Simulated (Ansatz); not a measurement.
NiS in space group R3m (No. 160; Ni on 9b, S on 9b) under volume change, DFT-PBEsol in the program Ansatz with PAW potentials, shape and atoms relaxed at each volume.

| V (Å³/atom) | E − E(relaxed) (meV/atom) | P (GPa) |
|---|---|---|
| 11.990 | 58.8 | 17.44 |
| 12.385 | 24.5 | 10.56 |
| 12.780 | ? | ? |
| 13.176 | 0.0 | 0.01 |
| 13.571 | ? | ? |
| 13.966 | 19.1 | -7.29 |
| 14.362 | 40.5 | -10.01 |

Q: Fill in the missing entries.

A: 
- 12.780, E − E(relaxed) (meV/atom): 5.8
- 12.780, P (GPa): 4.82
- 13.571, E − E(relaxed) (meV/atom): 5.1
- 13.571, P (GPa): -3.98

Q: What does a third-order Birch–Murnaghan fit give for V₀, B₀ and B′?

A: V₀ = 13.18 Å³/atom, B₀ = 145 GPa, B′ = 5.1.

The first step of the workflow began from a Materials Project structure, measured or hypothetical; the Crystallography Open Database files this formula in space group No. 160, but the cells were not matched. Its standing as an ambient phase is unchecked. The cell was relaxed with PBEsol under the symmetry of its start; its stability against distortions is not shown here. The run is not spin-polarised.

Potentials: the later of the program's two PAW sets.
